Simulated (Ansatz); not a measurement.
**Is this SnGe2Te3 structure a true minimum?**

The structure comes from a generated guess, relaxed at this level; another structure or a mixture of phases may lie lower.

Theory: DFT PBE, scalar-relativistic, plane waves, PAW in Ansatz. Plane waves to 420 eV, a k mesh through Γ of 12×12×4 on the computed 6-atom cell and Gaussian smearing (0.01 eV); no spin polarisation.

The cell below (6 atoms, space group P-3m1 (No. 164)) is relaxed within its symmetry.

```
Sn Ge Te
1.0
     4.33818    0.00000    0.00000
    -2.16909    3.75697    0.00000
     0.00000    0.00000   10.67282
Sn Ge Te
1 2 3
Direct
  0.00000 0.00000 0.50000
  0.66667 0.33333 0.84102
  0.33333 0.66667 0.15898
  0.33333 0.66667 0.68287
  0.66667 0.33333 0.31713
  0.00000 0.00000 0.00000
```

For the test a repeat of it with 12 atoms (edges 4.34, 4.34, 21.35 Å) was strained at random (σ = 1.5 % a component), the atoms were moved at random (σ = 0.10 Å), and all was relaxed again on a coarse 6×6×1 mesh (in the run’s order of axes) with 0.20 eV smearing, with no symmetry imposed.

These runs have no spin–orbit coupling, which can matter for Te.

Question: Does it come back?

Answer: It doesn't return. The energy falls by 17 meV/atom on that mesh, the volume changes by 3.7 %, and the end has space group Cm (No. 8) at a loose tolerance. Relaxed again on a 10×10×4 mesh with 0.02 eV smearing, the new structure lies 10 meV/atom below the first (mesh in the axes of the run's cell; the cell below is made exact in the group named). Space group Cm (No. 8), monoclinic, a = 7.778 Å, b = 4.321 Å, c = 10.663 Å, β = 91.4°. Sn is surrounded by 3 Te at 3.05–3.07 Å and 3 Te at 3.33–3.35 Å; around Ge on its first site lie 3 Te at 2.85–2.88 Å and 3 Te at 3.26–3.30 Å; Ge on its second site is surrounded by 3 Te at 2.85–2.88 Å and 3 Te at 3.26–3.30 Å; around Te on its first site lie 2 Ge at 2.88 Å, 1 Sn at 3.07 Å, 1 Ge at 3.30 Å and 2 Sn at 3.35 Å; 2 more sites not described.

```cif
data_structure
_symmetry_space_group_name_H-M 'P 1'
_symmetry_Int_Tables_number 1
_cell_length_a 4.4487
_cell_length_b 4.4487
_cell_length_c 10.6625
_cell_angle_alpha 91.256
_cell_angle_beta 91.256
_cell_angle_gamma 58.103
_cell_volume 179.11
loop_
_atom_site_label
_atom_site_type_symbol
_atom_site_fract_x
_atom_site_fract_y
_atom_site_fract_z
_atom_site_occupancy
Sn1 Sn 0.98946 0.98946 0.50434 1
Ge1 Ge 0.31051 0.31051 0.16353 1
Ge2 Ge 0.64375 0.64375 0.84462 1
Te1 Te 0.68602 0.68602 0.31490 1
Te2 Te 0.35205 0.35205 0.67696 1
Te3 Te 0.01910 0.01910 0.99566 1
```
